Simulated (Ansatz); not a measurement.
The end point of a relaxation of MgAu. Space group Pm-3m (No. 221), CsCl type. Computed with PBEsol (plane waves to 420 eV, PAW, scalar-relativistic; Ansatz, a quantum-chemistry and plane-wave program).

Space group Pm-3m (No. 221); a = 3.258 Å, b = 3.258 Å, c = 3.258 Å, α = 90.00°, β = 90.00°, γ = 90.00°

| atom | site | symmetry | x | y | z |
|---|---|---|---|---|---|
| Mg | 1b | m-3m | 0.5000 | 0.5000 | 0.5000 |
| Au | 1a | m-3m | 0.0000 | 0.0000 | 0.0000 |

```yaml
volume_per_atom: 17.30 Å³
band_gap: no gap (metallic)
shortest_distances: Au–Mg 2.82 Å; Mg–Mg 3.26 Å; Au–Au 3.26 Å
k-mesh: 14×14×14
```

Band energies at high-symmetry points (eV from the Fermi level; labels of this space group; no spin-orbit coupling), from −5 eV up to 3.7 eV:

```json
[
 {"point": "Γ", "energies": "-4.03 -4.03 -4.03"},
 {"point": "X", "energies": "-4.73 -4.73 -4.29 -3.94 -2.54"},
 {"point": "M", "energies": "-4.62 -4.62 -3.29 -1.35 -1.35 -0.59"},
 {"point": "R", "energies": "-3.25 -3.25 1.96 1.96 1.96 2.55"}
]
```

No spin polarisation in the result.

The run could not lose the symmetry of its start.

It was reached from a disturbed copy of a Pmmm (No. 47) cell, against which it lies -0.22 eV/atom.
